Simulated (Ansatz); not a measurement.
Te₂Mo in space group P6_3/mmc (No. 194; Mo on 2c, Te on 4f), the program Ansatz at the r²SCAN+D4 level (PAW). The conduction-band minimum lies on the K–Γ line, 41 % of the way from K, with 6 equivalent valleys. Second derivatives d²E/dk² of the lowest band at one valley (eV·Å²), along Cartesian directions:

| direction | d²E/dk² |
|---|---|
| [100] | 11.78 |
| [010] | 16.84 |
| [001] | 14.74 |
| [110] | 18.77 |
| [101] | 13.27 |
| [011] | 15.80 |

Task: Find the principal effective masses, the density-of-states mass and the conductivity mass.

Result: Off-diagonal terms follow from H_xy = H[110] − (H_xx + H_yy)/2, and m*/mₑ = 7.620 eV·Å² over each eigenvalue: 0.39, 0.52, 0.83. One valley's DOS mass (m₁m₂m₃)^(1/3) = 0.55, conductivity mass 3/(Σ 1/mᵢ) = 0.53 mₑ.

Task: What effective density of states Nc follows at 300 K for parabolic valleys?

Result: Nc = 2.509e19 × 6 × (0.55)^(3/2) ≈ 6.1e19 cm⁻³.

The r²SCAN+D4 relaxation kept the symmetry of its start; of distortions, only those at the zone centre were tested. No spin polarisation was allowed. Spin–orbit coupling is left out wherever it is not named.

Potentials: the later of the program's two PAW sets.

Edges and masses are those of Kohn–Sham bands, whose gap is no quasiparticle gap.
